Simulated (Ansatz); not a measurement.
## Notes on ZnPt$_{3}$

```
CELL_PARAMETERS angstrom
3.80034 0.00000 0.00000
0.00000 3.80034 0.00000
0.00000 0.00000 3.82068
ATOMIC_POSITIONS crystal
Pt 0.00000 0.50000 0.50000
Pt 0.50000 0.00000 0.50000
Zn 0.00000 0.00000 0.00000
Pt 0.50000 0.50000 0.00000
```

Level: r2SCAN, no spin polarisation; 500 eV; 9×9×9 Γ-centred mesh; gaussian occupations (width 0.2231 eV); Ansatz 0.2.0, fixed geometry.

Task: How is the charge shared?

Result: Bader charges in e: Zn +0.82, Pt -0.27. In the mean Zn gives up most and Pt takes most.

Task: Describe some of the short contacts.

Result: Pt–Pt at 2.69 Å: least valence density 0.44 e/Å³ and ELF 0.31 there. Zn–Pt at 2.69 Å: least valence density 0.29 e/Å³ and ELF 0.21 there. Both are smooth PAW fields, read partly inside the augmentation spheres.

Task: What happens at the Fermi level?

Result: It is a metal, with about 3.4 states/eV a cell as the mean within 0.25 eV of the Fermi level, mostly Pt d (73 %).

Task: Is it stable against the elements?

Result: -0.31 eV an atom against the elements' usual phases (free molecules for gases, crystals otherwise, with no correction for O₂ or N₂), so it is bound against them; other compounds may still compete. Relaxing would lower it.

Origin: a known structure type with other elements, at an estimated volume, so it need not be a known compound. Caveats: wide smearing; atoms or cell far from equilibrium.
